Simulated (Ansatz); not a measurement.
As:
```xyz
2
Lattice="1.8910 1.0917 3.3673 -1.8910 1.0917 3.3673 0.0000 -2.1835 3.3673" Properties=species:S:1:pos:R:3 pbc="T T T"
As     0.0000     0.0000     2.3252
As     0.0000     0.0000     7.7766
```

Relaxed with DFT-PBEsol in the program Ansatz with PAW potentials. Indices refer to the conventional cell of R-3m, a = b = 3.7819 Å, c = 10.1018 Å, α = β = 90.00°, γ = 120.00°.

Problem. Simulate the powder diffraction pattern (Cu Kα, λ = 1.54184 Å; lines above 1 %) up to 2θ = 90°.

Solution. Simulated powder pattern, Cu Kα, λ = 1.54184 Å (kinematic, ideal powder, no thermal factors, no anomalous dispersion; the 30 strongest lines at most, above 1 %, up to 2θ = 90°):

```
2θ (°)  d (Å)  I/Imax (%)         hkl
------  -----  ----------  ----------
26.47   3.367         8.2      (0003)
28.65   3.116         2.3  (1 0 -1 1)
32.58   2.748         100  (0 1 -1 2)
45.35   2.000          32  (1 0 -1 4)
48.12   1.891          35  (1 1 -2 0)
53.27   1.720         8.8  (0 1 -1 5)
54.50   1.684         4.3      (0006)
55.75   1.649         6.0  (1 1 -2 3)
59.32   1.558          18  (2 0 -2 2)
68.26   1.374         9.4  (0 2 -2 4)
71.43   1.321         6.3  (1 0 -1 7)
74.60   1.272         3.2  (2 0 -2 5)
75.63   1.257         9.8  (1 1 -2 6)
79.76   1.202          15  (1 2 -3 2)
81.74   1.178         2.2  (0 1 -1 8)
86.76   1.122         1.7      (0009)
87.82   1.112         9.7  (2 1 -3 4)
89.84   1.092         6.0  (3 0 -3 0)
```

The cell was relaxed with PBEsol under the symmetry of its start.

Potentials: the later of the program's two PAW sets.
